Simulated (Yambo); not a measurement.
```
CaHBr
1.0
    3.82229     0.00000     0.00000
    0.00000     3.82229     0.00000
    0.00000     0.00000     7.77367
H Ca Br
2 2 2
Direct
  0.50000   0.50000   0.00000
  0.00000   0.00000   0.00000
  0.00000   0.50000   0.16350
  0.50000   0.00000   0.83650
  0.00000   0.50000   0.66872
  0.50000   0.00000   0.33128
```

CaHBr (space group P4/nmm, No. 129): mean Im ε in 1 eV windows above the direct gap of 6.18 eV, for different electron-hole kernels (Yambo, broadening 0.15 eV, PBEsol (pw.x of Quantum ESPRESSO, ONCV potentials, scalar-relativistic) bands; 6×6×4 mesh, 8 valence and 12 conduction bands, static screening with 63 bands and a 3 Ry block, scissor 2.43 eV, Tamm-Dancoff; field along x).

```tsv
window (eV)	independent quasiparticles	BSE
6.2 to 7.2	0.9	7.7
7.2 to 8.2	6.1	6.5
8.2 to 9.2	6.1	4.1
9.2 to 10.2	5.8	3.1
10.2 to 11.2	4.4	2.4
```

This run doesn't resolve bound excitons or single peaks, so only averages are given, and they too depend on the mesh; weight that the attraction moves below the gap isn't listed. All transitions below 11.26 eV are in the band window. The scissor comes from a G0W0 run whose convergence isn't established.

Spin-orbit splittings are left out.

Geometry relaxed with PBE+D3(BJ).
